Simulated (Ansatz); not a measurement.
Given:

Ta₄C₃:
```cif
data_C3Ta4
_chemical_formula_sum 'Ta4 C3'
_space_group_name_H-M_alt 'P 1'
_space_group_IT_number 1
_cell_length_a 10.21312
_cell_length_b 10.21312
_cell_length_c 10.21312
_cell_angle_alpha 17.564
_cell_angle_beta 17.564
_cell_angle_gamma 17.564
loop_
_space_group_symop_operation_xyz
  'x, y, z'
loop_
_atom_site_label
_atom_site_type_symbol
_atom_site_fract_x
_atom_site_fract_y
_atom_site_fract_z
_atom_site_occupancy
Ta1 Ta 0.71047 0.71047 0.71047 1
C1 C 0.41963 0.41963 0.41963 1
Ta2 Ta 0.12592 0.12592 0.12592 1
Ta3 Ta 0.87408 0.87408 0.87408 1
C2 C 0.58037 0.58037 0.58037 1
Ta4 Ta 0.28953 0.28953 0.28953 1
C3 C 0.00000 0.00000 0.00000 1
```

This is the PBEsol-relaxed structure.

Task: All from PBEsol in the plane-wave PAW code Ansatz, unless another level is named. Give the electronic character.

Result: metallic (no gap).

Task: Predict the formation energy from the elements (no fitted shifts).

Result: -0.70 eV/atom.

Task: Predict the density of states at the Fermi level.

Result: 0.20 states/eV per atom (mean over ±0.08 eV).

Space group R-3m. The start of the workflow was typed in or built on a structure type; neither database checked (COD, Materials Project) lists it. Its standing as an ambient phase is unchecked. The cell was relaxed with PBEsol under the symmetry of its start; whether a distortion lowers the energy is not shown. No spin polarisation was allowed. The references are the lowest solids computed at this level, not always the standard phases. Spin–orbit coupling is left out wherever it is not named.

Potentials: the earlier of the program's two PAW sets. The files were generated under PBE; for other functionals the program regenerates the frozen cores, and for LDA and PBEsol the local potential too.
